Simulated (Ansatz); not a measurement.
The slice is one period of a {110} plane through atoms; its size isn't given.

These are r2SCAN (plane waves to 500 eV, PAW, scalar-relativistic; Ansatz, a program for electronic structure) values and carry that method's errors. Near the nuclei the fields are pseudised (PAW); where an atom keeps semicore shells as valence, they peak there.

```
|9999775544221111112244557799|
|7777664433221100112233446677|
|6655443322110000001122334455|
|4444332211110000001111223344|
|3333332211000000000011223333|
|4444443322110000001122334444|
|6666554433110000001133445566|
|7777665533221100112233556677|
|8888776644221111112244667788|
|8888776644331111113344667788|
|8888776644221111112244667788|
|7777665533221100112233556677|
|6666554433110000001133445566|
|4444443322110000001122334444|
|3333332211000000000011223333|
|4444332211110000001111223344|
|6655443322110000001122334455|
|7777664433221100112233446677|
|9999775544221111112244557799|
|9999775544221111112244557799|
```
Scale: ten equal steps from -2.14 (start of '0') to 1.14 (end of '9'), in the order '0123456789'. Values: log₁₀ of the valence density in e/Å³. The map has 14 points along u (two characters each, u = 0 at the left) and 20 along v (v = 0 in the bottom row). The scale is logarithmic, as a density can span decades between atoms and voids.

```
|xx98510001589x|
|99874000004789|
|88642000002468|
|22110000000112|
|00000000000000|
|54210000000124|
|99862000002689|
|99984000004899|
|xx99600000699x|
|xx99710001799x|
|xx99600000699x|
|99984000004899|
|99862000002689|
|54210000000124|
|00000000000000|
|22110000000112|
|88642000002468|
|99874000004789|
|xx98510001589x|
|xx98510001589x|
```
Scale: ten equal steps from 0.00 (start of '0') to 0.88 (end of '9'), in the order '0123456789'. Values: electron localisation function (ELF). The map has 14 points along u (one character each, u = 0 at the left) and 20 along v (v = 0 in the bottom row). Points within 0.5 Å of a nucleus are blanked (x), as the pseudised field means little there.

Which relaxed crystal do these maps come from?
A) NaCl (rock salt)
B) PbTe (rock salt)
C) KF (rock salt)

C, KF (rock salt). Atoms on the slice: K at (0.00, 0.50); F at (0.00, 0.00)

All were relaxed with their symmetry unable to fall. Spin-orbit coupling is left out.
